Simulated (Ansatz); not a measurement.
## ⁴⁷Ti NMR of the central transition in MgTi4P6O24

Cell: a computed structure from the Materials Project (it need not be an observed phase).

```
Mg Ti P O
1.0
     4.32762    2.49855    6.97532
    -4.32762    2.49855    6.97532
     0.00000   -4.99711    6.97532
Mg Ti P O
1 4 6 24
Cartesian
  0.0000 0.0000 10.4630
  0.0000 0.0000 13.5351
  0.0000 0.0000 2.7901
  0.0000 0.0000 7.3908
  0.0000 0.0000 18.1359
  1.8281 -2.4312 8.7978
  -3.0196 -0.3676 8.7978
  1.1914 2.7988 8.7978
  3.0196 0.3676 12.1282
  -1.1914 -2.7988 12.1282
  -1.8281 2.4312 12.1282
  -1.6246 0.0751 14.4788
  0.8774 1.3694 14.4788
  0.7473 -1.4445 14.4788
  3.4377 1.1708 10.9067
  -0.7048 -3.5625 10.9067
  -2.7328 2.3917 10.9067
  1.6246 -0.0751 6.4472
  -0.8774 -1.3694 6.4472
  -0.7473 1.4445 6.4472
  -3.4377 -1.1708 10.0193
  0.7048 3.5625 10.0193
  2.7328 -2.3917 10.0193
  -0.9116 1.1706 12.0655
  1.4695 0.2042 12.0655
  -0.5579 -1.3747 12.0655
  -3.6624 1.0209 8.7276
  2.7153 2.6613 8.7276
  0.9470 -3.6822 8.7276
  0.9116 -1.1706 8.8605
  -1.4695 -0.2042 8.8605
  0.5579 1.3747 8.8605
  3.6624 -1.0209 12.1983
  -2.7153 -2.6613 12.1983
  -0.9470 3.6822 12.1983
```

Atoms are numbered from 1 in the order listed; like atoms form one site, named after its first atom.

Method: Kohn–Sham DFT in Ansatz, PBE, plane waves and PAW, scalar-relativistic, 420 eV cutoff, Γ-centred 3×3×3 k-points, Fermi–Dirac smearing 0.02 eV.

⁴⁷Ti has I = 5/2 and Q = 302.0 mb (Pyykkö 2018); at 9.4 T its Larmor frequency is ν₀ = 22.6 MHz. Only the quadrupole interaction is simulated: positions count from each site's isotropic chemical shift, and shift anisotropy, dipolar and J coupling are left out, though they dominate static lines narrower than about 10 kHz.

Problem. Give C_Q, η, the quadrupolar product P_Q = |C_Q|(1 + η²/3)^½, the second-order isotropic shift and the breadth of the pattern (static powder) for each Ti site.

Solution. 

```tsv
site	first shell	C_Q (MHz)	η	P_Q (MHz)	δ_QIS (ppm)	breadth (kHz)
Ti2	6 O at 1.88–2.09 Å	-0.580	0.00	0.580	-3.96	0.466
Ti3	6 O at 1.92–1.96 Å	14.8	0.00	14.8	-2568	302
```

δ_QIS = −(ν_Q²/30ν₀²)[I(I+1) − 3/4](1 + η²/3) × 10⁶ ppm with ν_Q = 3|C_Q|/[2I(2I−1)]; it falls as 1/B₀² in ppm, and the breadth as 1/B₀ in kHz.

An axis of threefold or higher order runs through Ti2 and Ti3, so V_zz lies along it and η is zero.

The largest force is 0.3 eV/Å, so the atoms aren't at the calculated equilibrium and relaxing them would move these values.

The run took 31 s of wall time (31 s of CPU time) and 1.1 GiB at its peak, on 1 thread of Intel Xeon 6975P-C (Granite Rapids) (x86_64; 32 cores open to the job, memory cap 2.5 GiB, no GPU), a shared host with a load of 0.3 a core.
